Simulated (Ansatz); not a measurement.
Starting cell, Rh (fcc, Cu type):

```xyz
4
Lattice="3.8303 0.0000 0.0000 0.0000 3.8303 0.0000 0.0000 0.0000 3.8303" Properties=species:S:1:pos:R:3 pbc="T T T"
Rh     0.0000     0.0000     0.0000
Rh     1.9151     1.9151     0.0000
Rh     1.9151     0.0000     1.9151
Rh     0.0000     1.9151     1.9151
```

In this cell atom 1 (Rh, nearest neighbour Rh at 2.708 Å; its periodic images, 3.8 Å or more away, move with it) is moved by s along Cartesian z, unit vector (0.000, 0.000, 1.000); all other atoms and the cell stay fixed.

These are PBE (plane waves to 420 eV, PAW, scalar-relativistic; Ansatz, a program for electronic structure) values and carry that method's errors. k mesh 10×10×10 (Γ-centred), Fermi-Dirac smearing 0.05 eV. The energy includes the smearing's −TS. With partly filled bands, energies and forces of such displacements shift with the k mesh and the smearing. Rh is run without spin polarisation. Rh was relaxed with its symmetry unable to fall. The PAW data are Ansatz's earlier set. ΔE is measured from the undisplaced structure. The last digit holds for this mesh only.

| s (Å) | ΔE (meV/cell) |
|---|---|
| -0.270 | 401.2 |
| -0.216 | withheld |
| -0.162 | 142.5 |
| -0.108 | 63.2 |
| -0.054 | 15.8 |
| 0.000 | 0.0 |
| 0.054 | 15.8 |
| 0.108 | 63.2 |
| 0.162 | 142.5 |
| 0.216 | withheld |
| 0.270 | 401.2 |

Q: Fit an even polynomial form (powers 2, 4) to the given rows and predict ΔE at s = 0.216.

A: Least squares on the 9 given rows: ΔE = (5392)·s² + (1522)·s⁴, in meV/cell with s in Å; root-mean-square residual 0.06 meV/cell. At 0.216 the fit gives 254.9 meV/cell; the calculation gives 254.4 meV/cell, so the interpolation is off by 0.5 (+0.2 %). The quadratic term alone would give 251.6 meV/cell.

(For displaced atoms, the force is minus the slope of the energy, and its curvature is a force constant, which sets phonon frequencies.)
